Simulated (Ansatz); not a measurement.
**Relaxing a structure of Be**

The start is a relaxed Be cell, doubled along one cell vector, shaken by Gaussian noise of σ = 0.08 Å a coordinate. Cell shape, volume and atoms are optimised at zero target pressure with r2SCAN (plane waves to 500 eV, PAW, scalar-relativistic; Ansatz, a quantum-chemistry and plane-wave program). First-step values are on the input's coarse k-mesh.

Ansatz input (later rounds restart from its end on a renewed k-mesh):
Ansatz 0.2 input:
```yaml
crystal:
  lattice:
    - [0, 1.5801651024, 1.5801651024]
    - [3.1603302048, 0, 3.1603302048]
    - [1.5801651024, 1.5801651024, 0]
  atoms:
    - { symbol: Be, position: [0.0161200202, 0.0375354277, -0.09059498] }
    - { symbol: Be, position: [0.0205445381, 0.4577795573, 0.0713384044] }
basis: { ecutwfc: 500, ecutrho_ratio: 4, xc_grid: 4, fft_grid_basis: typed }
kpoints: { mp_grid: { grid: [17, 9, 17] } }
hamiltonian:
  xc: r2scan
  dispersion: none
  pseudopotentials: { kind: paw }
scf: { occupations: { method: fermi_dirac, width: 0.05 } }
relax: { f_tol: 0.01, max_steps: 100, cell: { stress_tol: 0.02 } }
output: { forces: true, stress: true }
```

Task: How large is the pressure on the unrelaxed cell, and of which sign?

Result: +8.4 GPa (positive: the cell is compressed).

Task: What is the largest force in the starting geometry, and on which atom (counted from 1)?

Result: 2.67 eV/Å, on Be1, Be2 (atoms numbered as listed).

Task: By how much does the energy per atom fall from start to end?

Result: 0.21 eV/atom.

Task: What band gap does the relaxed structure have at this level?

Result: No gap (metallic).

Final values are on a 25×25×25 k-mesh of the relaxed cell. No spin polarisation in the result.

The run could not lose the symmetry of its start: the end is stationary, and may be a saddle point rather than a minimum.

The relaxed structure here is a generated cell of Be: the first start was made by placing the elements on the sites of a structure type, and the end was not matched to a known phase here, so it may be hypothetical. Known forms of Be include space group No. 194.
